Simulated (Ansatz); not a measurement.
CaI₂:
```yaml
crystal:
  lattice:
    - [4.48979, 0.00000, 0.00000]
    - [-2.24490, 3.88828, 0.00000]
    - [0.00000, 0.00000, 7.05712]
  atoms:
    - { symbol: Ca, position: [0.00000, 0.00000, 0.00000] }
    - { symbol: I, position: [0.33333, 0.66667, 0.25021] }
    - { symbol: I, position: [0.66667, 0.33333, 0.74979] }
```

Relaxed with r²SCAN+D4. Special points in fractions of this cell's reciprocal vectors: Γ (0.000, 0.000, 0.000); M (0.500, 0.000, 0.000); K (0.333, 0.333, 0.000); A (0.000, 0.000, 0.500); L (0.500, 0.000, 0.500); H (0.333, 0.333, 0.500).

### Question
List the band energies nearest the valence-band maximum at these points for the program Ansatz at the r²SCAN+D4 level (PAW).

### Answer
In eV from the valence-band maximum; about four levels below and three above (degenerate sets whole), none deeper than 8.9 eV; points with the same levels are listed once.

```json
[
 {"k": "Γ", "below": "-0.96 -0.96 -0.22 -0.22 0.00", "above": "4.88 4.94 4.94"},
 {"k": "M", "below": "-1.39 -1.06 -1.00 -0.84", "above": "4.02 5.79 5.95"},
 {"k": "K", "below": "-1.78 -1.78 -1.18 -1.18 -1.17", "above": "5.06 5.46 5.46"},
 {"k": "A", "below": "-0.87 -0.87 -0.34 -0.34", "above": "4.89 4.90 4.90"},
 {"k": "L", "below": "-1.05 -0.94 -0.85 -0.70", "above": "4.15 5.82 5.92"},
 {"k": "H", "below": "-1.93 -1.53 -0.73 -0.73", "above": "5.33 5.33 5.34"}
]
```

Space group P-3m1 (CdI2 type). The workflow started from a Materials Project entry (that database holds measured and hypothetical structures alike); the Crystallography Open Database files this formula in space group No. 164, but the cells were not matched. Whether it is the stable phase at ambient conditions was not checked. The r²SCAN+D4 relaxation kept the symmetry of its start; phonons on a q-mesh show no instability. Scalar-relativistic: spin–orbit coupling is off unless named, which matters more the heavier the elements.

Potentials: the later of the program's two PAW sets.
